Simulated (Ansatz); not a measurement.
MgZn5S6: rattling a relaxed structure

It was reached by relaxing an invented guess, and it needn't be the stable form of this composition.

Computed with Ansatz, DFT PBE, scalar-relativistic, plane waves, PAW. Cutoff 420 eV; k points 6×6×4 on the computed 12-atom cell (Γ-centred); Gaussian smearing, width 0.02 eV; no spin polarisation.

The cell below (12 atoms, space group P31m (No. 157)) is relaxed within its symmetry.

```
CELL_PARAMETERS angstrom
6.71944 0.00000 0.00000
-3.35972 5.81921 0.00000
0.00000 0.00000 6.34145
ATOMIC_POSITIONS crystal
Mg 0.00000 0.00000 0.50389
Zn 0.33680 0.33680 0.00522
Zn 0.00000 0.66320 0.00522
Zn 0.66320 0.00000 0.00522
Zn 0.66667 0.33333 0.50478
Zn 0.33333 0.66667 0.50478
S 0.34431 0.34431 0.37728
S 0.00000 0.65569 0.37728
S 0.65569 0.00000 0.37728
S 0.66667 0.33333 0.87816
S 0.33333 0.66667 0.87816
S 0.00000 0.00000 0.89271
```

For the test it was strained at random (σ = 1.5 % a component), the atoms were moved at random (σ = 0.10 Å), and all was relaxed again on a coarse 2×3×3 mesh (in the run’s order of axes) with 0.10 eV smearing, with no symmetry imposed.

Problem. Is the structure stable against such a distortion?

Solution. It returns, within 1 meV/atom of the unmoved cell on that mesh and with the same symmetry when read at 0.1 Å. No instability shows in this cell; modes of other wave vectors, which need another repeat, aren't tested.
